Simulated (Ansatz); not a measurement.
The start is a randomly generated symmetric cell of Rh (space group No. 47). A full variable-cell relaxation at zero pressure is run with PBEsol (plane waves to 420 eV, PAW, scalar-relativistic; Ansatz, a program for electronic structure). First-step values are on the input's coarse k-mesh.

Ansatz input (later rounds restart from its end on a renewed k-mesh):
Ansatz 0.2 input:
```yaml
crystal:
  lattice:
    - [2.2387407, 0, 0]
    - [0, 2.2902676, 0]
    - [0, 0, 2.7082898]
  atoms:
    - { symbol: Rh, position: [0.5, 0, 0.5] }
basis: { ecutwfc: 420, ecutrho_ratio: 4, xc_grid: 2, fft_grid_basis: typed }
kpoints: { mp_grid: { grid: [14, 14, 12] } }
hamiltonian:
  xc: pbesol
  dispersion: none
  pseudopotentials: { azcp: { folder: ./paw }, kind: paw }
scf: { occupations: { method: fermi_dirac, width: 0.05 } }
relax: { f_tol: 0.01, max_steps: 100, cell: { stress_tol: 0.02 } }
output: { forces: true, stress: true }
```

Problem. How large is the pressure on the unrelaxed cell, and of which sign?

Solution. +53.1 GPa (positive: the cell is compressed).

Problem. Does the structure survive the relaxation? Give the final space group.

Solution. The space group goes from Pmmm (No. 47) to Pm-3m (No. 221); the end is AFLOW prototype A_cP1_221_a (A_h), with 1 atom in the primitive cell.

Problem. How do the shortest distances between atoms change?

Solution. The closest pairs of elements (up to four, under 3.6 Å), start → end: Rh–Rh 2.24 → 2.50 Å.

Problem. Is the relaxed structure metallic? Give its gap.

Solution. Zero (metallic).

Problem. Give the final cell and atomic positions.

Solution. 
```cif
data_Rh
_chemical_formula_sum 'Rh1'
_space_group_name_H-M_alt 'Pm-3m'
_space_group_IT_number 221
_space_group_name_Hall '-P 4 2 3'
_cell_length_a 2.49915
_cell_length_b 2.49915
_cell_length_c 2.49915
_cell_angle_alpha 90.000
_cell_angle_beta 90.000
_cell_angle_gamma 90.000
loop_
_atom_site_label
_atom_site_type_symbol
_atom_site_symmetry_multiplicity
_atom_site_Wyckoff_symbol
_atom_site_fract_x
_atom_site_fract_y
_atom_site_fract_z
_atom_site_occupancy
Rh1 Rh 1 b 0.50000 0.50000 0.50000 1
```

Final values are on a 18×18×18 k-mesh of the relaxed cell. No spin polarisation in the result.

The run could not lose the symmetry of its start: the end is stationary, and may be a saddle point rather than a minimum.

The relaxed structure here is a generated cell of Rh: the first start was made by a random draw of sites in a space group, and the end was not matched to a known phase here, so it may be hypothetical. Known forms of Rh include space group No. 225.
